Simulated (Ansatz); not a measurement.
InAg3 from its elements: all-electron against pseudopotential results

```xyz
4
Lattice="4.1401 0.0000 0.0000 0.0000 4.1401 0.0000 0.0000 0.0000 4.1401" Properties=species:S:1:pos:R:3 pbc="T T T"
In    0.0000    0.0000    0.0000
Ag    0.0000    2.0700    2.0700
Ag    2.0700    0.0000    2.0700
Ag    2.0700    2.0700    0.0000
```

The cell comes from a relaxation on PAW files under the same functional, begun from a database entry that needn't be the ground state.

Computed with Ansatz 0.2.0; functional PBEsol, scalar-relativistic. Settings: a Γ-centred 9×9×9 k mesh, Fermi–Dirac smearing of 0.05 eV, no spin polarisation. Methods: LAPW: all electrons, basis error target 0.5 meV/atom; PAW: frozen-core files, cutoff 420 eV; norm-conserving: pseudopotentials, cutoff 1116 eV.

The elements are taken as Ag fcc, In bct, each relaxed on PAW files under the same functional and computed by the same method as the compound; zero-point and thermal terms are left out.

The PAW files were made under PBE. The norm-conserving files are those that the library serves for this functional.

What is the formation energy by LAPW, and how far do the other methods lie from it?

-0.055 eV/atom; PAW -0.1 meV/atom; norm-conserving +2.1 meV/atom. The compound is bound against these elements; other compounds of the system weren't compared.

Give the LAPW value for one formula unit in kJ/mol.

-0.055 eV/atom × 4 atoms × 96.485 kJ/(mol·eV) = -21.2 kJ/mol, at zero temperature and without zero-point motion.
